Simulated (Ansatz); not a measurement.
A geometry of V away from equilibrium: the start of the relaxation of a randomly generated symmetric cell of V (space group No. 139). Calculation: PBE (plane waves to 420 eV, PAW, scalar-relativistic; Ansatz, a quantum-chemistry and plane-wave program). Γ-centred k-mesh 13×13×13 on the run's cell (coarser than for final values), Fermi–Dirac smearing 0.05 eV.

```xyz
3
Lattice="-1.6848 1.6848 4.3329 1.6848 -1.6848 4.3329 1.6848 1.6848 -4.3329" Properties=species:S:1:pos:R:3 pbc="T T T"
V      0.0000     0.0000     1.3138
V      0.0000     0.0000     7.3520
V      0.0000     0.0000     4.3329
```
Spin-polarised start, with parallel moments on V.

**Question.** Predict the force on each atom, in eV/Å.

**Answer.** 
```csv
atom,Fx,Fy,Fz
V1,0.00,0.00,1.00
V2,0.00,0.00,-1.00
V3,0.00,0.00,0.00
```

**Question.** What is the pressure?

**Answer.** -21.4 GPa, compression positive.

**Question.** How far above the relaxed end point is this geometry?

**Answer.** 0.35 eV/atom; the path ends in Im-3m (No. 229) (bcc (W type)).

No spin polarisation in the result: the starting moments vanished.

The run could not lose the symmetry of its start.
